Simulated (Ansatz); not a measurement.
**Relaxation of In₂Au**

Method: DFT r2SCAN, scalar-relativistic, plane waves, PAW (Ansatz). Settings: 500 eV cutoff, 8×8×6 k-mesh, Gaussian smearing of 0.10 eV, no spin polarisation.

What was changed: biaxial strain in the a-b plane, c and atoms relaxed: -4.0 %.

Spin–orbit coupling is left out, which can shift energies with elements as heavy as these.

Command:

```bash
ansatz run input.yaml --threads 1 --pin off --max-ram 2560MiB --backend cpu --events-out ev --progress --plain --runs-dir out
```

Input:

```yaml
crystal:
  lattice:
    - [3.1533697555, 3.1533697555, 0.0]
    - [-3.1533697555, 3.1533697555, 0.0]
    - [0.0, 0.0, 6.7271888118]
  atoms:
    - { symbol: In, position: [0.0, 0.5, 0.75] }
    - { symbol: In, position: [0.5, 0.0, 0.75] }
    - { symbol: In, position: [0.5, 0.0, 0.25] }
    - { symbol: In, position: [0.0, 0.5, 0.25] }
    - { symbol: Au, position: [0.0, 0.0, 0.0] }
    - { symbol: Au, position: [0.5, 0.5, 0.5] }
basis:
  ecutwfc: 500
kpoints:
  mp_grid: { grid: [8, 8, 6] }
hamiltonian:
  xc: r2scan
scf:
  occupations: { method: gaussian, width: 0.1 }
output:
  forces: true
  stress: true
  eigenvalues: true
relax:
  adjacent_minimum: "off"
  f_tol: 0.008
  max_steps: 40
  cell: { stress_tol: 0.015, fix: [a, b, gamma] }
```

F is the free energy. Steps run on the plane waves of an earlier cell, but the last one, and at times one on the way, on a freshly chosen basis, so a repeated geometry can differ a little in energy. The held parts of the cell keep their stress, so P needn't end at zero.

Steps:

```tsv
step	F − F(1) (eV)	largest force component (eV/Å)	V (Å³/atom)	P (GPa)
1	0.0000	0.000	22.298	4.91
2	-0.0155	0.000	22.999	2.18
3	-0.0189	0.000	22.812	2.84
4	-0.0189	0.000	22.793	2.90
5	-0.0197	0.000	22.793	2.91
```

Relaxed structure:

```
CELL_PARAMETERS angstrom
3.15337 3.15337 0.00000
-3.15337 3.15337 0.00000
0.00000 0.00000 6.87661
ATOMIC_POSITIONS crystal
In 0.00000 0.50000 0.75000
In 0.50000 0.00000 0.75000
In 0.50000 0.00000 0.25000
In 0.00000 0.50000 0.25000
Au 0.00000 0.00000 0.00000
Au 0.50000 0.50000 0.50000
```

It takes space group I4/mmm (No. 139, tetragonal). The conventional cell has a = 4.460 Å, b = 4.460 Å, c = 6.877 Å, α = 90.00°, β = 90.00°, γ = 90.00°. In (site symmetry -4m2) has 4 Au at 2.82 Å and 4 In at 3.15 Å as nearest neighbours. Au (site symmetry 4/mmm) is surrounded by 8 In at 2.82 Å.

The run converged. Time: 4.3 min on 1 thread of Arm Neoverse V2 (shared host), peak memory 0.94 GiB.